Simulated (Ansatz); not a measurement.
YF₂ in space group P6_3/mmc (No. 194; Y on 2b, F on 4f) under volume change, DFT-LDA in the program Ansatz with PAW potentials, shape and atoms relaxed at each volume.

```
V (Å³/atom)  E − E(relaxed) (meV/atom)  P (GPa)
-----------  -------------------------  -------
12.913                            17.1     4.96
13.339                             ___      ___
13.764                             ___      ___
14.190                             0.0    -0.01
14.616                             1.2    -0.85
15.042                             4.2    -1.35
15.467                             8.0    -1.57
```

Problem. Complete the blanks.

Solution. 
- 13.764, E − E(relaxed) (meV/atom): 1.5
- 13.764, P (GPa): 1.28
- 13.339, E − E(relaxed) (meV/atom): 6.8
- 13.339, P (GPa): 2.88

Problem. What does a third-order Birch–Murnaghan fit give for V₀, B₀ and B′?

Solution. V₀ = 14.21 Å³/atom, B₀ = 32.2 GPa, B′ = 11.1.

The start of the workflow was typed in or built on a structure type; neither database checked (COD, Materials Project) lists it. Its standing as an ambient phase is unchecked. Symmetry was held in the LDA relaxation. At this level the phase is dynamically unstable (imaginary phonons). No spin polarisation was allowed. A crystal of weakly bound layers computed without a dispersion correction: the cell and the soft elastic constants depend strongly on that.

Potentials: the earlier of the program's two PAW sets. The files were generated under PBE; for other functionals the program regenerates the frozen cores, and for LDA and PBEsol the local potential too.
